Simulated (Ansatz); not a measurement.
Level of theory: DFT PBE, scalar-relativistic, plane waves, PAW (Ansatz 0.2.0). All cells share a 420 eV cutoff and Γ-centred k meshes spaced about 0.3 Å⁻¹ or finer (0.25 for metals, 2π included). No spin polarisation.

This relaxed Bi2TeO4 cell comes from a structure search over trial cells.

```xyz
7
Lattice="-1.8454 1.8454 8.9678 1.8454 -1.8454 8.9678 1.8454 1.8454 -8.9678" Properties=species:S:1:pos:R:3 pbc="T T T"
Bi    0.0000    0.0000   12.1050
Bi    0.0000    0.0000    5.8306
Te    0.0000    0.0000    0.0000
O     0.0000    0.0000   15.8701
O     0.0000    0.0000    2.0654
O     0.0000    1.8454    4.4839
O     1.8454    0.0000    4.4839
```

Wave vectors count in units of this cell's reciprocal vectors.

Q: Does it survive phonon and random-displacement tests?

A: No. The phonons at Γ go imaginary, to 85i cm⁻¹ at q = (0.00, 0.00, 0.00). (Phonon run: 12×12×12 k mesh, Gaussian smearing of 0.10 eV.) With atoms moved at random and symmetry off, it falls by 6 meV/atom into Imm2 (No. 44). Conventional cell: a = 3.664 Å, b = 17.857 Å, c = 3.900 Å. Bi is surrounded by 3 O at 2.20–2.30 Å and 3 O at 2.46–2.54 Å; around Te lie 2 O at 2.06 Å; around O on its first site lie 1 Te at 2.06 Å and 2 Bi at 2.54 Å; around O on its second site lie 3 Bi at 2.20–2.30 Å, 1 Bi at 2.46 Å and 4 O at 2.68 Å.

```cif
data_structure
_symmetry_space_group_name_H-M 'Imm2'
_symmetry_Int_Tables_number 44
_cell_length_a 3.6636
_cell_length_b 17.8569
_cell_length_c 3.9003
_cell_angle_alpha 90.000
_cell_angle_beta 90.000
_cell_angle_gamma 90.000
_cell_volume 255.16
loop_
_atom_site_label
_atom_site_type_symbol
_atom_site_symmetry_multiplicity
_atom_site_Wyckoff_symbol
_atom_site_fract_x
_atom_site_fract_y
_atom_site_fract_z
_atom_site_occupancy
Bi1 Bi 4 d 0.00000 0.17563 0.93810 1
Te1 Te 2 b 0.50000 0.00000 0.49078 1
O1 O 4 d 0.00000 0.38694 0.09082 1
O2 O 4 d 0.00000 0.24669 0.47798 1
```

No dispersion correction is applied, so the spacing and binding between layers, chains or molecules are poorly described. Spin–orbit coupling, which can matter for Bi and Te, is left out. Phonons of metals hang on the k mesh and the smearing.
